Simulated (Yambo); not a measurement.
Quantum ESPRESSO input (PBEsol, PseudoDojo standard norm-conserving files, scalar-relativistic) whose wavefunctions are converted with p2y:

```
&CONTROL
  calculation = 'nscf'
  pseudo_dir = './pseudo'
  outdir = './out'
/
&SYSTEM
  ibrav = 0
  nat = 5
  ntyp = 3
  ecutwfc = 84.0
  ecutrho = 336.0
  occupations = 'fixed'
  force_symmorphic = .true.
  nbnd = 168
/
&ELECTRONS
  conv_thr = 5e-09
  diago_full_acc = .true.
  diago_thr_init = 1e-08
/
ATOMIC_SPECIES
F 18.9984 F.upf
Rb 85.4678 Rb.upf
Pb 207.2000 Pb.upf
CELL_PARAMETERS angstrom
  4.861720000000   0.000000000000   0.000000000000
  0.000000000000   4.861720000000   0.000000000000
  0.000000000000   0.000000000000   4.861720000000
ATOMIC_POSITIONS crystal
F   0.000000000000   0.500000000000   0.500000000000
F   0.500000000000   0.000000000000   0.500000000000
F   0.500000000000   0.500000000000   0.000000000000
Rb   0.000000000000   0.000000000000   0.000000000000
Pb   0.500000000000   0.500000000000   0.500000000000
K_POINTS automatic
1 1 1 0 0 0
```

Yambo's initialisation report on symmetry, reciprocal space, the k grid and the gaps on this mesh:

```
  [02.02] Symmetries
  ==================

  Inversion symmetry    : yes
  Spatial inversion     : yes
  Inversion index       :  25
  K-space Time-reversal : no
  Magnetic symmetries   : no
  Group table correct   : yes
  Symmetries units      :  [cc]

  [02.03] Reciprocal space
  ========================

  nG shells         :   602
  nG charge         :   80725
  nG WFs            :  10059
  nC WFs            :  10059
  G-vecs. in first 60 shells:  [ Number ]
     1    7   19   27   33   57   81   93  123
    147   171   179   203   251   257   305   341   365
    389   437   461   485   515   587   619   691   739
    751   799   847   895   925   949  1021  1045  1141
   1189  1213  1237  1309  1357  1365  1419  1503  1551
   1575  1647  1743  1791  1839  1863  1935  2007  2103
   2109  2205  2301  2325  2373  2469
  ...
  Shell energy in first 60 shells:  [ mHa ]
    0.00000      233.858      467.716      701.574      935.432      1169.29      1403.15      1870.86      2104.72
    2338.58      2572.44      2806.30      3040.15      3274.01      3741.73      3975.58      4209.44      4443.30
    4677.16      4911.02      5144.87      5612.59      5846.45      6080.31      6314.16      6781.88      7015.74
    7483.45      7717.31      7951.17      8185.03      8418.89      8652.74      8886.60      9354.32      9588.18
    9822.03      10055.9      10289.7      10523.6      10757.5      11225.2      11459.0      11692.9      11926.8
    12160.6      12394.5      12628.3      13096.0      13329.9      13563.8      13797.6      14265.3      14499.2
    14966.9      15200.8      15434.6      15668.5      15902.3      16136.2
  ...

  [02.04] K-grid lattice
  ======================

  Compatible Grid is   : 0D
  K lattice UC volume  :  0.319870 [a.u.]

  IBZ K-points                                      :  1
  BZ  K-points                                      :  1

  K/Q-points units:
  rlu = crystal or reduced units; cc = cartesian coordinates; iku = interal k-units

  K [1]          [rlu]:  0.000000  0.000000  0.000000
         WF components:  10059

  [02.05] Energies & Occupations
  ==============================

  [X] === General ===
  [X] Electronic Temperature                        :  0.000000  0.000000 [eV K]
  [X] Bosonic    Temperature                        :  0.000000  0.000000 [eV K]
  [X] Finite Temperature mode                       : no
  [X] El. density                                   :  0.38290E+24 [cm-3]
  [X] Fermi Level                                   :  0.981611 [eV]

  [X] === Gaps and Widths ===
  [X] Conduction Band Min                           :  7.183689 [eV]
  [X] Valence Band Max                              :  0.000000 [eV]
  [X] Filled Bands                                  :  22
  [X] Empty Bands                                   :   23  168
  [X] Direct Gap                                    :  7.183689 [eV]
  [X] Direct Gap localized at k                     :  1
```
The gaps are PBEsol values on this mesh alone; only operations without fractional translations are kept.

Spin-orbit coupling is not included.

Geometry of the Materials Project entry, not relaxed at this level.
